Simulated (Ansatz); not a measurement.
## Sn$_{3}$O: clamped-ion elastic tensor

Computed with DFT PBEsol, scalar-relativistic, plane waves, PAW in Ansatz. Settings: 420 eV plane-wave cutoff, Γ-centred 6×6×6 mesh, Fermi-Dirac smearing of 0.15 eV. No spin polarisation.

Relaxed structure:
```
CELL_PARAMETERS angstrom
5.77467 0.00000 0.00000
-2.88734 5.00101 0.00000
0.00000 0.00000 5.99794
ATOMIC_POSITIONS crystal
Sn 0.32984 0.00000 0.00000
Sn 0.32984 0.32984 0.50000
Sn 0.00000 0.32984 0.00000
Sn 0.67016 0.00000 0.50000
Sn 0.67016 0.67016 0.00000
Sn 0.00000 0.67016 0.50000
O 0.33333 0.66667 0.25000
O 0.66667 0.33333 0.75000
```

The cell was built by swapping an element in a database structure (itself possibly hypothetical) and relaxing; it need not be the stable form of this composition. In a metal, frequencies and elastic constants depend on the k mesh and the smearing, soft modes and shear constants most. Spin–orbit coupling is left out, which matters for heavy elements. A semilocal functional can close a gap that the real compound has.

Give the clamped-ion elastic constants (GPa, Voigt order xx yy zz yz xz xy, on the axes of the cell above).

Answers

```
75.0 63.7 65.1  0.0  0.0  0.0
63.7 75.0 65.1  0.0  0.0  0.0
65.0 65.0 80.3  0.0  0.0  0.0
 0.0  0.0  0.0  5.3  0.0  0.0
 0.0  0.0  0.0  0.0  5.3  0.0
 0.0  0.0  0.0  0.0  0.0  5.7
```

Cost: 1 run of about 2.5 core-minutes, on Intel Xeon 6975P-C (Granite Rapids) (shared hosts).